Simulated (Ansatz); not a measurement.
Computed with DFT PBEsol, scalar-relativistic, plane waves, PAW in Ansatz.

Cutoff 420 eV; k points 10×10×10 on the computed 4-atom cell (Γ-centred); Gaussian smearing, width 0.10 eV; no spin polarisation.

Structure with the computed forces (eV/Å) in the last three columns:

```xyz
4
Lattice="4.0052 0.0000 0.0000 0.0000 3.7695 0.0000 0.0000 0.0000 4.0052" Properties=species:S:1:pos:R:3:forces:R:3 pbc="T T T" pressure_GPa=8.72
Sb    0.0000    0.0000    0.0000    0.0000    0.0000    0.0000
Rh    2.0026    1.5455    0.0000    0.0000    2.5170    0.0000
Rh    2.0026    0.0000    2.0026    0.0000    0.0000    0.0000
Rh    0.0000    2.2239    2.0026    0.0000   -2.5170    0.0000
```

Stress tensor (GPa, compression positive):

```
8.22 0.00 0.00
0.00 9.73 0.00
0.00 0.00 8.22
```